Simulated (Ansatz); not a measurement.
TiO2 in space group Pbca (No. 61; Ti on 8c, O on 8c, O on 8c) is relaxed with plane-wave PAW r²SCAN (Ansatz code). What lattice parameters of the conventional cell result?

a = 5.136 Å, b = 9.191 Å, c = 5.454 Å.

Give the free coordinates with the occupied sites.

In one choice of origin and axes:

```json
[
 {"atom": "Ti", "site": "8c", "symmetry": "1", "x": "0.1382", "y": "0.3710", "z": "0.4057"},
 {"atom": "O", "site": "8c", "symmetry": "1", "x": "0.4646", "y": "0.2698", "z": "0.3899"},
 {"atom": "O", "site": "8c", "symmetry": "1", "x": "0.3172", "y": "0.4898", "z": "0.1491"}
]
```

Is it a metal or does it have a gap at this level?

A gap of 2.74 eV, direct.

Symmetry was held in the r²SCAN relaxation. The run is not spin-polarised.

Potentials: the earlier of the program's two PAW sets. The files were generated under PBE; for other functionals the program regenerates the frozen cores, and for LDA and PBEsol the local potential too.
